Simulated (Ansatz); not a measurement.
Values for one crystal, relaxed and computed with the program Ansatz at the PBEsol level (PAW); other levels are named.

```yaml
volume_per_atom: 13.32 Å³
electronic_character: metallic (no gap)
Poisson's ratio: 0.24
Young's modulus: 537 GPa
Pressure derivative B′: 4.8
Gap with spin–orbit coupling: none (metallic)
Density of states at the Fermi level: 0.79 states/eV per atom (mean over ±0.08 eV)
```

**Question.** Which compound is it?
(A) Ru, hcp (Mg type)
(B) Mo, hcp (Mg type)
(C) Nb, hcp (Mg type)
(D) Al, hcp (Mg type)

**Answer.** A, Ru, hcp (Mg type)

Space group P6_3/mmc (hcp (Mg type)). The cell was relaxed with PBEsol under the symmetry of its start. No spin polarisation was allowed. Spin–orbit coupling is left out wherever it is not named.

Potentials: the earlier of the program's two PAW sets. The files were generated under PBE; for other functionals the program regenerates the frozen cores, and for LDA and PBEsol the local potential too.
